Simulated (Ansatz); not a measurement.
Tl (hcp, Mg type)

```
CELL_PARAMETERS angstrom
      3.51996     0.00000     0.00000
     -1.75998     3.04838     0.00000
      0.00000     0.00000     5.60163
ATOMIC_POSITIONS crystal
  Tl 0.33333 0.66667 0.75000
  Tl 0.66667 0.33333 0.25000
```

The slice is a (1 -1 0 0) plane (indices of the conventional cell) through the point (0.333, 0.667, 0.750) (fractional), spanned by u = [110] and v = [001] in vectors of this cell: u (3.52 Å) and v (5.60 Å, at 90° to u). It covers one period; positions are fractions (u, v).

The numbers are results of r2SCAN (plane waves to 500 eV, PAW, scalar-relativistic; Ansatz, a program for electronic structure), not measurements. k mesh 15×15×9. Near the nuclei the fields are pseudised (PAW); where an atom keeps semicore shells as valence, they peak there. Spin-orbit coupling is left out, though Tl is heavy. Tl was relaxed with its symmetry unable to fall.

**Question.** What is the valence density on the shortest Tl–Tl line in this plane (3.52 Å), at its midpoint?

**Answer.** 0.10 e/Å³.

**Question.** What is the ELF at the midpoint of the shortest Tl–Tl line in this plane (3.52 Å)?

**Answer.** 0.14.

**Question.** Sketch the valence electron density on this plane as a map.

**Answer.** 
| v \ u | 0.00 | 0.15 | 0.30 | 0.45 | 0.60 | 0.75 | 0.90 |
|---|---|---|---|---|---|---|---|
| 0.88 | 0.3 | 0.0 | -0.6 | -1.1 | -1.0 | -0.4 | 0.2 |
| 0.75 | -0.8 | -0.9 | -1.0 | -1.1 | -1.1 | -1.0 | -0.8 |
| 0.62 | -1.2 | -1.1 | -0.8 | -0.6 | -0.6 | -0.9 | -1.1 |
| 0.50 | -1.2 | -1.0 | -0.6 | -0.2 | -0.3 | -0.7 | -1.1 |
| 0.38 | -1.2 | -1.1 | -0.8 | -0.6 | -0.6 | -0.9 | -1.1 |
| 0.25 | -0.8 | -0.9 | -1.0 | -1.1 | -1.1 | -1.0 | -0.8 |
| 0.12 | 0.3 | 0.0 | -0.6 | -1.1 | -1.0 | -0.4 | 0.2 |
| 0.00 | 1.0 | 0.6 | -0.3 | -0.9 | -0.8 | 0.0 | 0.8 |

Values: log₁₀ of the valence density in e/Å³. The scale is logarithmic, as a density can span decades between atoms and voids.
